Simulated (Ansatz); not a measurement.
ZrO2:
```cif
data_O8Zr4
_chemical_formula_sum 'Zr4 O8'
_space_group_name_H-M_alt 'P 1'
_space_group_IT_number 1
_cell_length_a 5.15422
_cell_length_b 5.22566
_cell_length_c 5.33152
_cell_angle_alpha 90.000
_cell_angle_beta 99.410
_cell_angle_gamma 90.000
loop_
_space_group_symop_operation_xyz
  'x, y, z'
loop_
_atom_site_label
_atom_site_type_symbol
_atom_site_fract_x
_atom_site_fract_y
_atom_site_fract_z
_atom_site_occupancy
Zr1 Zr 0.27613 0.04215 0.20974 1
Zr2 Zr 0.72387 0.54215 0.29026 1
Zr3 Zr 0.72387 0.95785 0.79026 1
Zr4 Zr 0.27613 0.45785 0.70974 1
O1 O 0.06874 0.33269 0.34480 1
O2 O 0.93126 0.83269 0.15520 1
O3 O 0.93126 0.66731 0.65520 1
O4 O 0.06874 0.16731 0.84480 1
O5 O 0.44970 0.75725 0.47782 1
O6 O 0.55030 0.25725 0.02218 1
O7 O 0.55030 0.24275 0.52218 1
O8 O 0.44970 0.74275 0.97782 1
```

Relaxed with r²SCAN.

Tabulate the valence density and the electron localisation function along the shortest Zr–Zr contact (3.35 Å), r²SCAN (plane waves, PAW; program Ansatz).



| distance from Zr (Å) | density (e/Å³) | ELF |
|---|---|---|
| 0.33 | 4.08 | 0.54 |
| 0.50 | 3.76 | 0.79 |
| 0.67 | 2.44 | 0.80 |
| 0.84 | 1.18 | 0.59 |
| 1.00 | 0.51 | 0.20 |
| 1.17 | 0.28 | 0.07 |
| 1.34 | 0.22 | 0.06 |
| 1.51 | 0.21 | 0.08 |
| 1.67 | 0.21 | 0.09 |
| 1.84 | 0.21 | 0.08 |
| 2.01 | 0.22 | 0.06 |
| 2.18 | 0.28 | 0.07 |
| 2.34 | 0.51 | 0.20 |
| 2.51 | 1.18 | 0.59 |
| 2.68 | 2.44 | 0.80 |
| 2.85 | 3.76 | 0.79 |
| 3.01 | 4.08 | 0.54 |

The density is the valence pseudo-density with augmentation charge, so density and ELF within about 1 Å of a nucleus are not all-electron values.

Space group P2_1/c. Symmetry was held in the r²SCAN relaxation. The run is not spin-polarised.

Potentials: the later of the program's two PAW sets.
